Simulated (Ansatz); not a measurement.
BN:
```
BN
1.0
    2.47145     0.00000     0.00000
   -1.23573     2.14034     0.00000
    0.00000     0.00000     3.98582
B N
2 2
Cartesian
  0.00000   0.00000   0.00000
  0.00000   0.00000   1.99291
  0.00000   1.42689   0.99645
  1.23573   0.71345   2.98936
```

Relaxed with HSE06.

Task: Give the Bader charges and basin volumes of the independent atoms, DFT-HSE06 in the program Ansatz with PAW potentials.

Result: 

| atom | Bader charge (e) | Bader volume (Å³) |
|---|---|---|
| B1 | +2.14 | 1.7 |
| N3 | -2.14 | 8.8 |

Space group P6_3/mmc (NiAs type). The cell is a constructed one: a structure type filled with these elements. Its sites differ from those of the usual phase in this space group: another stacking or structure type. The HSE06 relaxation kept the symmetry of its start; its stability against distortions is not shown here.

Potentials: the later of the program's two PAW sets.
